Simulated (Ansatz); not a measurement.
AlPd3N (anti-perovskite, Pm-3m) under volume change, r²SCAN in the plane-wave PAW code Ansatz, scaled uniformly.

```tsv
V (Å³/atom)	E − E(relaxed) (meV/atom)	P (GPa)
12.579	77.6	21.94
12.994	32.3	13.28
13.408	(withheld)	(withheld)
13.823	0.0	0.01
14.238	6.7	-5.03
14.652	(withheld)	(withheld)
15.067	53.9	-12.71
```

Task: Fill in the missing entries.

Result: 
- 13.408, E − E(relaxed) (meV/atom): 7.6
- 13.408, P (GPa): 6.05
- 14.652, E − E(relaxed) (meV/atom): 25.3
- 14.652, P (GPa): -9.23

Task: What does a third-order Birch–Murnaghan fit give for V₀, B₀ and B′?

Result: V₀ = 13.82 Å³/atom, B₀ = 183 GPa, B′ = 5.0.

The start of the workflow was typed in or built on a structure type; neither database checked (COD, Materials Project) lists it. Whether it is the stable phase at ambient conditions was not checked. Symmetry was held in the r²SCAN relaxation; whether a distortion lowers the energy is not shown. The run is not spin-polarised. The volume moved by 16 % from the start of the relaxation.

Potentials: the later of the program's two PAW sets.
